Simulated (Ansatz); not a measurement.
Consider the following.

MnGe:
```xyz
2
Lattice="2.8936 0.0000 0.0000 0.0000 2.8936 0.0000 0.0000 0.0000 2.8936" Properties=species:S:1:pos:R:3 pbc="T T T"
Mn     0.0000     0.0000     0.0000
Ge     1.4468     1.4468     1.4468
```
The run is spin-polarised; directions of the spins, atom by atom: ↑ 0.

This is the PBEsol-relaxed structure.

All from DFT-PBEsol in the program Ansatz with PAW potentials, unless another level is named. Estimate the electronic character.

metallic (no gap).

What about the density of states at the Fermi level?

1.3 states/eV per atom (mean over ±0.08 eV).

And the formation energy from the elements (no fitted shifts)?

0.039 eV/atom.

Space group Pm-3m (CsCl type). The cell is a constructed one: a structure type filled with these elements; neither database checked (COD, Materials Project) lists it. Whether it is the stable phase at ambient conditions was not checked. Symmetry was held in the PBEsol relaxation; its stability against distortions is not shown here. Magnetic state: ferromagnetic, chosen from 4 collinear starts compared on coarse meshes (ties went to the first, and starts can fall back to one state), not a proven ground state. The references are the lowest solids computed at this level, not always the standard phases. Scalar-relativistic: spin–orbit coupling is off unless named, which matters more the heavier the elements.

Potentials: the earlier of the program's two PAW sets. The files were generated under PBE; for other functionals the program regenerates the frozen cores, and for LDA and PBEsol the local potential too.
